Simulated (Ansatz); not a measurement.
NaF (rock salt), relaxed and computed with several functionals in Ansatz (plane waves, PAW). Much of their spread follows the volume that each gives.

```json
[
 {"functional": "PBEsol", "V (Å³/atom)": "12.40", "highest Γ mode, no LO–TO term (cm⁻¹)": "239"},
 {"functional": "LDA", "V (Å³/atom)": "11.41", "highest Γ mode, no LO–TO term (cm⁻¹)": "275"},
 {"functional": "r²SCAN", "V (Å³/atom)": "12.12", "highest Γ mode, no LO–TO term (cm⁻¹)": "262"},
 {"functional": "PBE", "V (Å³/atom)": "12.99", "highest Γ mode, no LO–TO term (cm⁻¹)": "?"}
]
```

Problem. Fit a straight line to ln ω against ln V and predict the withheld value.

Solution. Least squares on the 3 shown rows: ln ω = -1.51 × ln V + (9.302), with a scatter of 2 %. For PBE this gives 228. The run itself gave 224, within the scatter.

All cells were relaxed under the symmetry of their starts (and spin orders); stability against distortions was not tested throughout.

Potentials: the later of the program's two PAW sets.

Ansatz (a quantum-chemistry and plane-wave program) is a plane-wave DFT program.
